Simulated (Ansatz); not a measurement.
Data:

AlN:
```cif
data_Al2N2
_chemical_formula_sum 'Al2 N2'
_space_group_name_H-M_alt 'P63mc'
_space_group_IT_number 186
_space_group_name_Hall 'P 6c -2c'
_cell_length_a 3.08862
_cell_length_b 3.08862
_cell_length_c 4.94319
_cell_angle_alpha 90.000
_cell_angle_beta 90.000
_cell_angle_gamma 120.000
loop_
_atom_site_label
_atom_site_type_symbol
_atom_site_symmetry_multiplicity
_atom_site_Wyckoff_symbol
_atom_site_fract_x
_atom_site_fract_y
_atom_site_fract_z
_atom_site_occupancy
Al1 Al 2 b 0.66667 0.33333 0.49901 1
N1 N 2 b 0.33333 0.66667 0.38099 1
```

This is the LDA-relaxed structure.

Q: All from LDA (plane waves, PAW; program Ansatz), unless another level is named. Give the band gap.

A: 4.42 eV (direct).

Q: And the electron effective mass?

A: 0.32 mₑ (isotropic).

Q: Next, the hole effective mass?

A: 0.25, 4.4, 4.4 mₑ (principal values).

Space group P6_3mc (wurtzite). Symmetry was held in the LDA relaxation.

Potentials: the earlier of the program's two PAW sets. The files were generated under PBE; for other functionals the program regenerates the frozen cores, and for LDA and PBEsol the local potential too.
